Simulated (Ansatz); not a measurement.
Relaxed-ion elastic tensor of BaS (rock salt, space group No. 225) in GPa (Voigt order), the program Ansatz at the r²SCAN level (PAW); density 4.24 g/cm³, 33.16 Å³ per atom.

```csv
,1,2,3,4,5,6
1,98.3,17.6,17.6,0.0,0.0,0.0
2,17.6,98.3,17.6,0.0,0.0,0.0
3,17.6,17.6,98.3,0.0,0.0,0.0
4,0.0,0.0,0.0,19.1,0.0,0.0
5,0.0,0.0,0.0,0.0,19.1,0.0
6,0.0,0.0,0.0,0.0,0.0,19.1
```

Problem. Is the crystal mechanically stable?

Solution. Yes: the smallest eigenvalue of C is 19.1 GPa.

Problem. Work out the Voigt, Reuss and Hill averages.

Solution. K_V = 44.5, K_R = 44.5, K_H = 44.5; G_V = 27.6, G_R = 24.2, G_H = 25.9 GPa.

Problem. Give Young's modulus, Poisson's ratio, Pugh's ratio and the universal anisotropy index.

Solution. E = 9KG/(3K + G) = 65.1 GPa; ν = 0.26; K/G = 1.72 (near the Pugh limit of 1.75, no verdict); A_U = 5G_V/G_R + K_V/K_R − 6 = 0.70.

Problem. Estimate the sound speeds and the Debye temperature.

Solution. v_l = √((K + 4G/3)/ρ) = 4320 m/s, v_t = √(G/ρ) = 2470 m/s, mean 2750 m/s; Θ = (h/k)(3n/4πV)^(1/3) v_m = 254 K.

Problem. Give the Zener ratio and Young's modulus along [100], [110] and [111].

Solution. A = 2C44/(C11 − C12) = 0.47; 1/E = S11 − 2(S11 − S12 − S44/2)Γ with Γ = 0, 1/4, 1/3 gives 93.0, 56.7, 50.1 GPa.

Problem. Solve the Christoffel equation for the three sound speeds along [100], [110], [111].

Solution. Eigenvalues of C_ijkl n_j n_l equal ρv². In km/s, slowest first: [100] 2.12, 2.12, 4.82; [110] 2.12, 3.08, 4.26; [111] 2.80, 2.80, 4.06.

Space group Fm-3m (rock salt). Symmetry was held in the r²SCAN relaxation; phonons on a q-mesh show no instability. Scalar-relativistic: spin–orbit coupling is off unless named, which matters more the heavier the elements.

Potentials: the later of the program's two PAW sets.
